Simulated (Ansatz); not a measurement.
## La3In, one cell by several methods

```
La In
1.0
     5.18711    0.00000    0.00000
     0.00000    5.18711    0.00000
     0.00000    0.00000    5.08540
La In
3 1
Direct
  0.00000 0.50000 0.50000
  0.50000 0.00000 0.50000
  0.50000 0.50000 0.00000
  0.00000 0.00000 0.00000
```

Atom numbers follow the list: La1, La2, La3, In4.

Conventional cell: a = 5.187 Å, b = 5.187 Å, c = 5.085 Å, α = 90.00°, β = 90.00°, γ = 90.00°. La (atom 1) is surrounded by 8 La at 3.63 to 3.67 Å and 4 In at 3.63 Å. La (atom 3) is surrounded by 8 La at 3.63 Å and 4 In at 3.67 Å. Around In (atom 4) lie 12 La at 3.63 to 3.67 Å.

The geometry is COD entry 1538828, unchecked; take it as a test cell. The listed cell was then made from it by scaling, straining or moving an atom.

No spin–orbit coupling, which matters for the heavy atoms here.

Methods: DFT, PBEsol, PAW with Ansatz's default frozen-core files, scalar-relativistic (Ansatz 0.2.0); DFT, PBEsol, all-electron PAW with datasets made for the crystal, scalar-relativistic (Ansatz 0.2.0); DFT, PBEsol, all-electron LAPW, scalar-relativistic (Ansatz 0.2.0).

For PAW: a Γ-centred 7×7×7 k mesh, Fermi–Dirac smearing of 0.05 eV, cutoff 420 eV, no spin polarisation; the PAW files were made with PBE, and the program remakes their frozen cores for this functional. The crystal-made all-electron datasets (AE datasets) take a cutoff of 260 eV at this cell. LAPW targets a basis error of 1 meV/atom. The Ansatz runs share mesh, smearing and spin set-up. Plane-wave (PAW) pressures include the program's estimate of the Pulay term.

Stress and pressure are positive in compression.

The change that made this cell: equal xx and yy strain of +2 %.

No spin–orbit coupling: at heavy atoms the gradients can be off by tens of per cent for that reason.

In a metal, gradients converge slowly with the k mesh: the values move by tens of per cent from one mesh to another, at times in sign, so only the comparison on one mesh counts.

| quantity | PAW | AE datasets | LAPW |
| --- | --- | --- | --- |
| pressure (GPa) | -3.86 | -3.83 | -3.83 |
| stress xx (GPa) | -4.02 | -4.00 | -4.00 |
| stress zz (GPa) | -3.53 | -3.51 | -3.51 |
| largest principal field gradient Vzz at La1 (10²¹ V/m²) | 12.11 | 12.13 | – |
| largest principal field gradient Vzz at La3 (10²¹ V/m²) | 10.26 | 10.26 | – |
| largest principal field gradient Vzz at In4 (10²¹ V/m²) | -0.74 | -0.75 | – |

PAW's pressure differs from the LAPW value by -0.03 GPa.
